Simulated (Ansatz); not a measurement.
Na2IF as one 4-atom ordering (R-3m) on the rocksalt lattice, relaxed with r2SCAN in Ansatz. The symmetry is R-3m (No. 166, trigonal); conventional cell a = 3.997 Å, c = 19.238 Å, 22.18 Å³ an atom. F is surrounded by 6 Na at 2.58 Å; I is surrounded by 6 Na at 3.08 Å; Na is surrounded by 3 F at 2.58 Å and 3 I at 3.08 Å.

The axes x, y and z are those of this cell:
```xyz
4
Lattice="1.9985 1.1538 6.4128 -1.9985 1.1538 6.4128 0.0000 -2.3077 6.4128" Properties=species:S:1:pos:R:3 pbc="T T T"
F     1.9985    1.1538    6.4128
I     0.0000    0.0000    9.6192
Na    0.0000    0.0000    5.2482
Na    0.0000    0.0000   13.9902
```

Unstrained: PBE gives a direct gap of 1.942 eV at Γ. The r2SCAN gap is direct at Γ: 2.506 eV. Meshes: PBE 8×8×8, r2SCAN 8×8×8. Strains are changes of length per length. After each strain the atoms were relaxed again with r2SCAN within the symmetry that the strain leaves, so tilts or polar shifts that break it weren't tested; points keep the names that they have in the unstrained zone. The calculation is spin-unpolarised, and the structure need not be a phase that has been made.

(1) For epitaxial -4.03 % in the xy plane, how far does the free direction move, and what happens to the gap?

(2) Estimate what biaxial +1.23 % in x and y, z held does to the gap.

Results:

(1) The normal strain at zero normal stress is +3.12 %, 0.77 of the in-plane strain with the sign turned. PBE: the gap goes from 1.942 to 1.387 eV (-0.555 eV). r2SCAN: the gap goes from 2.506 to 1.907 eV (-0.599 eV).

(2) PBE: the gap goes from 1.942 to 2.044 eV (+0.102 eV). r2SCAN: the gap goes from 2.506 to 2.617 eV (+0.111 eV). The r2SCAN energy rises by 1.3 meV an atom.

No spin-orbit coupling is included; it can move band edges with weight on the heavy atoms by tenths of an eV.
